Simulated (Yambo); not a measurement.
Yambo run on CdO2H2 (space group P-3m1, No. 164). The wavefunctions come from this Quantum ESPRESSO step (PBEsol, PseudoDojo standard norm-conserving files, fully relativistic):

```
&CONTROL
  calculation = 'nscf'
  pseudo_dir = './pseudo'
  outdir = './out'
/
&SYSTEM
  ibrav = 0
  nat = 5
  ntyp = 3
  ecutwfc = 102.0
  ecutrho = 408.0
  occupations = 'fixed'
  force_symmorphic = .true.
  nbnd = 160
  noncolin = .true.
  lspinorb = .true.
/
&ELECTRONS
  conv_thr = 5e-09
  diago_full_acc = .true.
  diago_thr_init = 1e-08
/
ATOMIC_SPECIES
H 1.0080 H.upf
O 15.9990 O.upf
Cd 112.4140 Cd.upf
CELL_PARAMETERS angstrom
  3.543311300296   0.000000000000   0.000000000000
 -1.771655650148   3.068597599573   0.000000000000
  0.000000000000   0.000000000000   4.585165552000
ATOMIC_POSITIONS crystal
H   0.666666667000   0.333333333000   0.547921204600
H   0.333333333667   0.666666666333   0.452078795400
O   0.666666667000   0.333333333000   0.759294501900
O   0.333333333667   0.666666666333   0.240705498100
Cd   0.000000000333   0.000000000000   0.000000000000
K_POINTS automatic
3 3 2 0 0 0
```

Yambo input:

```
rim_cut
gw0
dyson
el_el_corr
HF_and_locXC
ppa
em1d
RandQpts= 1000000
RandGvec= 1 Ry
EXXRLvcs= 102 Ry
VXCRLvcs= 408 Ry
Chimod= "HARTREE"
% BndsRnXp
 9 | 158 |
%
NGsBlkXp= 7 Ry
% LongDrXp
 1.0 | 1.0 | 1.0 |
%
PPAPntXp= 27.2114 eV
% GbndRnge
 1 | 158 |
%
GTermKind= "BG"
DysSolver= "n"
ExtendOut
% QPkrange
 1 | 1 | 32 | 36 |
 2 | 2 | 34 | 35 |
 5 | 5 | 34 | 35 |
 6 | 6 | 34 | 35 |
%
```

k points by index: 1 = Γ, 2 = A, 5 = K, 6 = H.

Resulting energies as the program prints them:

```
#    K-point    Band    Eo [eV]    E [eV]    E-Eo [eV]    Vxc [eV]    Vnlxc [eV]    Sc|Eo [eV]    Sc|E [eV]    dSc/dw|Eo [eV]    Re(Z)    Im(Z)
#
    1    32    -0.343542    -1.378242    -1.034700    -21.10391    -26.82529    4.417691    4.686675    -7.073068    0.793693    -0.001280
    1    33    -0.291696    -1.336793    -1.045097    -21.28237    -27.03532    4.437212    4.707852    -7.045808    0.794324    -0.001272
    1    34    -0.291696    -1.336793    -1.045097    -21.28237    -27.03532    4.437212    4.707852    -7.045808    0.794324    -0.001272
    1    35    1.649172    2.412927    0.763755    -12.23988    -8.003907    -3.332597    -3.472215    -4.973869    0.845460    -0.931771E-3
    1    36    1.649172    2.412927    0.763755    -12.23988    -8.003907    -3.332597    -3.472215    -4.973869    0.845460    -0.931771E-3
    2    34    0.000000    -0.983088    -0.983088    -21.65344    -27.31706    4.425561    4.680536    -7.056667    0.794072    -0.001252
    2    35    4.313163    5.128819    0.815657    -10.88803    -6.291385    -3.633335    -3.780993    -4.925516    0.846732    -0.968993E-3
    5    34    -1.446032    -2.414257    -0.968225    -18.43247    -24.15996    4.487873    4.759269    -7.626045    0.781093    -0.001626
    5    35    6.723805    8.339196    1.615391    -16.23066    -10.53013    -3.734320    -4.085132    -5.909281    0.821583    -0.528784E-3
    6    34    -0.833036    -1.892928    -1.059892    -20.84984    -26.62233    4.435630    4.712603    -7.110375    0.792831    -0.792551E-3
    6    35    7.022784    8.741234    1.718450    -16.54591    -10.58844    -3.867773    -4.239018    -5.877337    0.822364    -0.003185
```
(The two width columns are left out.) Convergence of these settings isn't established.

Geometry relaxed with PBE+D3(BJ).

The structure is a Materials Project entry; no match was found in the copy of COD used, and its stability was not checked.
